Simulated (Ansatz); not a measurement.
SiNi:
```
CELL_PARAMETERS angstrom
      4.46438     0.00000     0.00000
      0.00000     4.46438     0.00000
      0.00000     0.00000     4.46438
ATOMIC_POSITIONS crystal
  Si 0.65307 0.15307 0.34693
  Si 0.84693 0.84693 0.84693
  Si 0.15307 0.34693 0.65307
  Si 0.34693 0.65307 0.15307
  Ni 0.35135 0.85135 0.64865
  Ni 0.14865 0.14865 0.14865
  Ni 0.85135 0.64865 0.35135
  Ni 0.64865 0.35135 0.85135
```

Relaxed with r²SCAN. Special points in fractions of this cell's reciprocal vectors: Γ (0.000, 0.000, 0.000); X (0.000, 0.500, 0.000); M (0.500, 0.500, 0.000); R (0.500, 0.500, 0.500); X1 (0.500, 0.000, 0.000).

**Question.** List the band energies nearest the Fermi level at these points for plane-wave PAW r²SCAN (Ansatz code).

**Answer.** In eV from the Fermi level; about four levels below and three above (degenerate sets whole), none deeper than 8.9 eV; points with the same levels are listed once.

```json
[
 {"k": "Γ", "below": "-2.43 -2.43 -1.75 -1.75 -1.75", "above": "1.17 1.17 1.17"},
 {"k": "X", "below": "-0.71 -0.71 -0.17 -0.17", "above": "2.95 2.95 3.13 3.13"},
 {"k": "M", "below": "-1.70 -1.70 -1.08 -1.08", "above": "0.43 0.43 0.94 0.94"},
 {"k": "R", "below": "-1.95 -1.95 -1.95 -1.95", "above": "4.66 4.66 4.66 4.66"}
]
```

Space group P2_13. The workflow started from a Materials Project entry (that database holds measured and hypothetical structures alike); the Crystallography Open Database copy checked does not list it. It is not the phase usual at ambient conditions (space group No. 62). The r²SCAN relaxation kept the symmetry of its start; whether a distortion lowers the energy is not shown. The run is not spin-polarised.

Potentials: the later of the program's two PAW sets.
